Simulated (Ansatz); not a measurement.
# InSb, first-principles data

InSb:
```
CELL_PARAMETERS angstrom
      4.58753     0.00000     0.00000
     -2.29376     3.97291     0.00000
      0.00000     0.00000    10.03206
ATOMIC_POSITIONS crystal
  In 0.55423 0.00000 0.66667
  In 0.00000 0.55423 0.33333
  In 0.44577 0.44577 0.00000
  Sb 0.53545 0.00000 0.16667
  Sb 0.00000 0.53545 0.83333
  Sb 0.46455 0.46455 0.50000
```

Space group P3_221 (No. 154); conventional cell a = b = 4.588 Å, c = 10.032 Å, α = β = 90.00°, γ = 120.00°.

Method: plane-wave PAW PBEsol (Ansatz code). Structure relaxed to zero pressure with the same functional. Other levels are named where they apply.

**Cell and energy**

```yaml
volume_per_atom: 30.47 Å³
density: 6.45 g/cm³
Formation energy from the elements (no fitted shifts): 0.010 eV/atom
```

**Electronic structure**

```yaml
electronic_character: no gap, with almost no states at the Fermi level (zero-gap or semimetallic)
Density of states at the Fermi level: 0.03 states/eV per atom (mean over ±0.08 eV)
```

The start of the workflow was typed in or built on a structure type; neither database checked (COD, Materials Project) lists it. It is not the phase usual at ambient conditions (space group No. 216). The PBEsol relaxation kept the symmetry of its start; its stability against distortions is not shown here. A small band overlap can be real or an error of a semilocal functional. The references are the lowest solids computed at this level, not always the standard phases. Spin–orbit coupling is left out wherever it is not named.

Potentials: the later of the program's two PAW sets.
